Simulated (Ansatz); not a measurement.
C:
```
C
1.0
    2.45452     0.00000     0.00000
   -1.22726     2.12567     0.00000
    0.00000     0.00000    26.00000
C
2
Cartesian
  0.00000   1.41712  13.00000
  1.22726   0.70856  13.00000
```
The layer is periodic in x and y and isolated along z.

In-plane strain on the r²SCAN+D4-relaxed layer, atoms relaxed; DFT-r²SCAN+D4 in the program Ansatz with PAW potentials. Strained cells keep their symmetry and size, so buckling under compression is not allowed; words on stability below refer to the unstrained layer.

```csv
strain x / y (%),ΔE (meV/atom),tension xx (N/m),tension yy (N/m),work function (eV)
-4 / -4,125.0,-21.07,-21.07,3.86
-2 / -2,29.6,-9.53,-9.53,4.06
-1 / 0,3.0,-3.74,-0.70,4.21
0 / 0,0.0,0.01,0.01,4.25
1 / 0,2.9,3.55,0.67,4.30
2 / 2,26.9,7.87,7.87,4.43
4 / 4,102.1,14.31,14.31,4.59
```

Space group P6/mmm (graphene). A layer that has been made, often on a substrate. It is flat by the symmetry kept. The r²SCAN+D4 relaxation kept the symmetry of its start; its stability against distortions is not shown here.

Potentials: the later of the program's two PAW sets.
